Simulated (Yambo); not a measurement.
Yambo run on WS2 (space group R3m, No. 160). The wavefunctions are norm-conserving PBEsol (Quantum ESPRESSO, 74 Ry, with spin-orbit coupling) ones on a 4×4×4 mesh (26 occupied bands); a = 6.7453 Å, b = 6.7453 Å, c = 6.7453 Å, α = 27.31°, β = 27.31°, γ = 27.31°.

Yambo input:

```
rim_cut
HF_and_locXC
RandQpts= 1000000
RandGvec= 1 Ry
EXXRLvcs= 74 Ry
VXCRLvcs= 296 Ry
% QPkrange
 1 | 1 | 26 | 27 |
 2 | 2 | 26 | 27 |
 3 | 3 | 26 | 27 |
 7 | 7 | 26 | 27 |
 13 | 13 | 24 | 28 |
%
```

k points by index: 1 = Γ, 2 = (0, 0, 0.25), 3 = L, 7 = F, 13 = Z.

Table of the .hf output:

```
#    K-point    Band    Eo [eV]    Ehf [eV]    Vxc [eV]    Vnlxc [eV]
#
    1    26    -0.943262    -1.742682    -14.17917    -14.97859
    1    27    2.216022    6.727494    -15.02892    -10.51745
    2    26    -1.437392    -2.624586    -14.69828    -15.88548
    2    27    1.441132    5.680980    -14.31825    -10.07840
    3    26    -1.481649    -3.236364    -13.80725    -15.56197
    3    27    2.192712    7.580145    -17.37880    -11.99136
    7    26    -1.393587    -3.077515    -13.84373    -15.52766
    7    27    2.169260    7.545195    -17.36158    -11.98565
    13    24    -2.097246    -3.933906    -15.28236    -17.11902
    13    25    0.000000    -0.451821    -15.39581    -15.84763
    13    26    0.000000    -0.451821    -15.39581    -15.84763
    13    27    2.271653    6.815038    -15.06951    -10.52612
    13    28    2.271653    6.815038    -15.06951    -10.52612
```
Exchange alone, without screening.

Geometry of the Materials Project entry, not relaxed at this level.

This is not the ordinary phase of the substance.

The distance between layers or molecules is the database entry's, not relaxed here. Functionals without dispersion can leave it too large, which widens gaps and weakens the response across layers: the numbers belong to this cell.
